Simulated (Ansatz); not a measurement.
Trial structure of Y3AlN4, not yet relaxed:

Space group P4/mmm (No. 123). a = 3.564 Å, b = 3.564 Å, c = 10.080 Å, α = 90.00°, β = 90.00°, γ = 90.00°
```
atom  site  symmetry       x       y       z
   Y    1a     4/mmm  0.0000  0.0000  0.0000
   Y    2h       4mm  0.5000  0.5000  0.2500
  Al    1b     4/mmm  0.0000  0.0000  0.5000
   N    2g       4mm  0.0000  0.0000  0.2500
   N    1d     4/mmm  0.5000  0.5000  0.5000
   N    1c     4/mmm  0.5000  0.5000  0.0000
```

Theory: DFT PBE, scalar-relativistic, plane waves, PAW in Ansatz 0.2.0. Plane waves to 420 eV, a k mesh through Γ of 6×6×2 on the computed 8-atom cell and Gaussian smearing (0.10 eV); no spin polarisation.

The zero of energy is the elements' standard structures at the same level (N₂ as a molecule); no fitted shifts are applied.

Q: What does a single point on this coarse mesh give?

A: The pressure is -18.7 GPa (the mean over three directions, positive in compression), the largest force is 1.11 eV/Å, and the energy is −1.13 eV/atom against the elements. The shortest distance is 2.52 Å.

Q: Is it a good guess?

A: A rough one: relaxing gains about 0.22 eV/atom in 12 ionic steps and ends at −1.349 eV/atom on the finer mesh. The symmetry stays P4/mmm (No. 123). The volume per atom shrinks by 15.1 %, from 16.0 to 13.6 Å³. The shortest distance goes from 2.52 Å (Al–N and Y–N) to 2.11 Å (Al–N). Conventional cell: a = 3.407 Å, c = 9.365 Å. Around Y on a site of symmetry 4/mmm lie 4 N at 2.41 Å and 2 N at 2.57 Å; Al has 2 N at 2.11 Å, 4 N at 2.41 Å and 8 Y at 3.25 Å; around N on a site of symmetry 4mm lie 1 Al at 2.11 Å, 4 Y at 2.41 Å and 1 Y at 2.57 Å; 3 more sites not described.

The last run used a 10×10×4 mesh (in the run's order of axes) for its 8-atom cell and Gaussian smearing of 0.01 eV. The relaxation can't lower the symmetry of the start, and the grade says only how near the guess is to its own end. Symmetry constrained the relaxation, so the result can be a saddle point. Another cell of Y3AlN4 relaxed alike, in Fmm2, lies 44 meV/atom lower, so this cell isn't the stable form at this level.
